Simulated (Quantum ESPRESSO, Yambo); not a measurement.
# G0W0 results for LiF at +2 % isotropic strain

```xyz
2
Lattice="0.0000 2.0407 2.0407 2.0407 0.0000 2.0407 2.0407 2.0407 0.0000" Properties=species:S:1:pos:R:3 pbc="T T T"
Li     0.0000     0.0000     0.0000
F      2.0407     2.0407     2.0407
```

The PBEsol cell relaxed from Materials Project entry mp-1138 was given an isotropic strain of +2 % on all lattice vectors, and the atoms were relaxed again.

Starting point: PBEsol (pw.x of Quantum ESPRESSO, ONCV potentials, scalar-relativistic). G0W0 in Yambo: 8×8×8 Γ-centred k mesh, bands 2 to 65 and a 14 Ry block in the screening, 65 bands in G with the Bruneval-Gonze terminator, plasmon pole fitted at 27.2 eV.

```yaml
PBEsol gap along the band path: 8.60 eV
PBEsol gap between the mesh's edge points (Γ → Γ): 8.60 eV
G0W0 gap between the same points: 13.29 eV
```

```
k point  band  E PBEsol (eV)  E QP (eV)  shift (eV)     Z
-------  ----  -------------  ---------  ----------  ----
Γ          VB           0.00      -2.92       -2.92  0.82
Γ          CB           8.60      10.37        1.76  0.89
L          VB          -0.22      -3.18       -2.96  0.82
L          CB          10.43      12.33        1.90  0.89
K          VB          -0.70      -3.74       -3.04  0.82
K          CB          14.06      16.19        2.14  0.88
```

Energies count from the PBEsol valence-band maximum.

Convergence of the G0W0 settings was not tested.
